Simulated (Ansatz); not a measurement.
TiHg (space group P4/mmm)

```xyz
2
Lattice="2.9841 0.0000 0.0000 0.0000 2.9841 0.0000 0.0000 0.0000 4.1125" Properties=species:S:1:pos:R:3 pbc="T T T"
Ti     1.4920     1.4920     2.0562
Hg     0.0000     0.0000     0.0000
```

The slice is a (0 -1 1) plane (indices of the conventional cell) through the point (0.000, 0.000, 0.000) (fractional), spanned by u = [100] and v = [011] in vectors of this cell: u (2.98 Å) and v (5.08 Å, at 90° to u). It covers one period; positions are fractions (u, v).

The numbers are results of r2SCAN (plane waves to 500 eV, PAW, scalar-relativistic; Ansatz, a first-principles code), not measurements. k mesh 16×16×11. Inside the PAW spheres the values are not all-electron values, and peaks at nuclei hang on which shells count as valence. Spin-orbit coupling is left out, though Hg is heavy. TiHg is run without spin polarisation. TiHg was relaxed with its symmetry unable to fall.

Three fields on this plane, each scaled to ten steps between its own extremes (0 low, 9 high; the total valence density on a logarithmic scale, the potential cut 8 eV below its top; x marks points blanked near nuclei; v = 0 in the bottom row):

Map A
```
|xxxxx94249xxxx|
|xxxxx73237xxxx|
|xxxx9521259xxx|
|xxx963101369xx|
|99853100013589|
|54431100011344|
|22111233321112|
|00113xxxxx3110|
|0013xxxxxxx310|
|002xxxxxxxxx20|
|014xxxxxxxxx41|
|114xxxxxxxxx41|
|014xxxxxxxxx41|
|002xxxxxxxxx20|
|0013xxxxxxx310|
|00113xxxxx3110|
|22111233321112|
|54431100011344|
|99853100013589|
|xxx963101369xx|
|xxxx9521259xxx|
|xxxxx73237xxxx|
|xxxxx94249xxxx|
|xxxxx94349xxxx|
```

Map B
```
|xxxxx64346xxxx|
|xxxxx54445xxxx|
|xxxx7655567xxx|
|xxx777666777xx|
|77777654567777|
|77886311136887|
|99741000001479|
|98400xxxxx0048|
|9620xxxxxxx026|
|851xxxxxxxxx15|
|742xxxxxxxxx24|
|743xxxxxxxxx34|
|742xxxxxxxxx24|
|851xxxxxxxxx15|
|9620xxxxxxx026|
|98400xxxxx0048|
|99741000001479|
|77886311136887|
|77777654567777|
|xxx777666777xx|
|xxxx7655567xxx|
|xxxxx54445xxxx|
|xxxxx64346xxxx|
|xxxxx64346xxxx|
```

Map C
```
|xxxxx07870xxxx|
|xxxxx37973xxxx|
|xxxx0689860xxx|
|xxx047999740xx|
|00357888887530|
|67777665667777|
|99875200025789|
|99740xxxxx0479|
|9850xxxxxxx058|
|873xxxxxxxxx37|
|761xxxxxxxxx16|
|761xxxxxxxxx16|
|761xxxxxxxxx16|
|873xxxxxxxxx37|
|9850xxxxxxx058|
|99740xxxxx0479|
|99875200025789|
|67777665667777|
|00357888887530|
|xxx047999740xx|
|xxxx0689860xxx|
|xxxxx37973xxxx|
|xxxxx07870xxxx|
|xxxxx06860xxxx|
```

Q: Assign the maps to these fields: electron localisation function (ELF); valence electron density; electrostatic potential energy of an electron, from the cell's mean.

A: A is the valence electron density; B is the electron localisation function (ELF); C is the electrostatic potential energy of an electron, from the cell's mean.
